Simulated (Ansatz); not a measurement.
Phonon dispersion of Ti3Al4Ni

The calculation used Ansatz 0.2.0, DFT PBE, scalar-relativistic, plane waves, PAW. Plane waves to 420 eV; Γ-centred k mesh 6×6×10; Fermi-Dirac smearing of 0.15 eV. No spin polarisation. Phonons by linear response, acoustic sum rule imposed.

Equilibrium structure at this level:
```yaml
crystal:
  lattice:
    - [5.76603, 0.00000, 0.00000]
    - [0.00000, 5.76603, 0.00000]
    - [0.00000, 0.00000, 3.69667]
  atoms:
    - { symbol: Ti, position: [0.00000, 0.00000, 0.50000] }
    - { symbol: Ti, position: [0.00000, 0.50000, 0.50000] }
    - { symbol: Ti, position: [0.50000, 0.00000, 0.50000] }
    - { symbol: Al, position: [0.73414, 0.73414, 0.00000] }
    - { symbol: Al, position: [0.73414, 0.26586, 0.00000] }
    - { symbol: Al, position: [0.26586, 0.73414, 0.00000] }
    - { symbol: Al, position: [0.26586, 0.26586, 0.00000] }
    - { symbol: Ni, position: [0.50000, 0.50000, 0.50000] }
```

The structure comes from a generated guess, relaxed at this level; another structure or a mixture of phases may lie lower. In a metal, frequencies and elastic constants depend on the k mesh and the smearing, soft modes and shear constants most. The q mesh is coarse, so values between its points are rough.

Force constants from linear response on a 1×1×2 q mesh.

Problem. Is the structure dynamically stable on this mesh?

Solution. Yes, on this mesh: no mode is imaginary.

Problem. Give the frequencies (cm⁻¹; i marks imaginary ones) at the irreducible q points, in fractions of the reciprocal vectors.

Solution.
```json
{"q": "0.000 0.000 0.000", "star": "1", "frequencies": "0 0 0 84 84 133 186 208 208 219 219 220 247 257 269 269 270 270 273 299 334 335 353 353"}
{"q": "0.000 0.000 -0.500", "star": "1", "frequencies": "89 89 110 120 120 162 172 186 187 187 217 217 230 230 247 269 271 280 311 318 318 322 322 372"}
```
